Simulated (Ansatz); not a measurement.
# Zr, one cell by several methods

```
CELL_PARAMETERS angstrom
3.26432 0.00000 0.00000
-1.63216 2.82698 0.00000
0.00000 0.00000 5.14700
ATOMIC_POSITIONS crystal
Zr 0.33333 0.66667 0.25000
Zr 0.66667 0.33333 0.75000
```

Atoms are numbered in the order listed.

Conventional cell: a = 3.264 Å, b = 3.264 Å, c = 5.147 Å, α = 90.00°, β = 90.00°, γ = 120.00°. Zr (atom 1) has 12 Zr at 3.19 to 3.26 Å as nearest neighbours.

The cell comes from COD entry 9008523, which wasn't checked; take it as a given geometry. The listed cell was then made from it by scaling, straining or moving an atom.

Methods: DFT, LDA, PAW with Ansatz's default frozen-core files, scalar-relativistic (Ansatz 0.2.0); DFT, LDA, all-electron LAPW, scalar-relativistic (Ansatz 0.2.0).

For PAW: a Γ-centred 13×13×7 k mesh, Fermi–Dirac smearing of 0.03 eV, cutoff 420 eV, no spin polarisation; the PAW files were made with PBE, and the program remakes their frozen cores for this functional. LAPW targets a basis error of 0.25 meV/atom. The Ansatz runs share mesh, smearing and spin set-up. Plane-wave (PAW) pressures include the program's estimate of the Pulay term.

Stress and pressure are positive in compression.

The change that made this cell: equal xx and yy strain of +1 %.

PAW results:

```json
{"quantity": "pressure (GPa)", "PAW": "-7.67"}
{"quantity": "stress xx (GPa)", "PAW": "-8.14"}
{"quantity": "stress zz (GPa)", "PAW": "-6.75"}
```

(1) What does full-potential LAPW give for the same quantities?

Results:

(1) 
```
       quantity   LAPW
 pressure (GPa)  -7.65
stress xx (GPa)  -8.12
stress zz (GPa)  -6.73
```
